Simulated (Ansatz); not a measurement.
# Two states of NiPtF6

```
CELL_PARAMETERS angstrom
2.50303 1.44513 4.63035
-2.50303 1.44513 4.63035
0.00000 -2.89025 4.63035
ATOMIC_POSITIONS crystal
Ni 0.50000 0.50000 0.50000
F 0.24200 0.62700 0.88200
F 0.88200 0.24200 0.62700
F 0.62700 0.88200 0.24200
F 0.75800 0.37300 0.11800
F 0.11800 0.75800 0.37300
F 0.37300 0.11800 0.75800
Pt 0.00000 0.00000 0.00000
```

Method: r2SCAN, with U_eff = 4.07 eV on Ni d (all-electron-ortho-atomic projectors); PAW, plane waves to 500 eV, 4×4×4 Γ-centred mesh, fermi-dirac occupations (width 0.1 eV) (Ansatz 0.2.0), atoms fixed.

State A: no moments (no spin polarisation). State B: Ni1 up (collinear spin).

Q: Which state is lower, and how do they differ?

A: State B is lower by 376.1 meV an atom at zero smearing; in free energy at this smearing B lies -375.6 meV an atom from A.

| state | free energy (meV/atom) | largest moment in a small sphere (μB) | net moment (μB/cell) | gap on mesh (eV) | pressure (GPa) | largest force (eV/Å) |
| --- | --- | --- | --- | --- | --- | --- |
| A | 375.6 | 0.00 | 0.00 | 0.86 | 2.0 | 1.57 |
| B | 0.0 | 1.76 | 2.00 | 2.82 | 2.5 | 0.37 |

Origin: a database entry at a rescaled volume. Caveats: no spin-orbit coupling, which can shift this gap by tenths of an eV; gaps of Fe, Co and Ni magnets come out low on these datasets; the state breaks the symmetry of the cell; atoms or cell far from equilibrium.
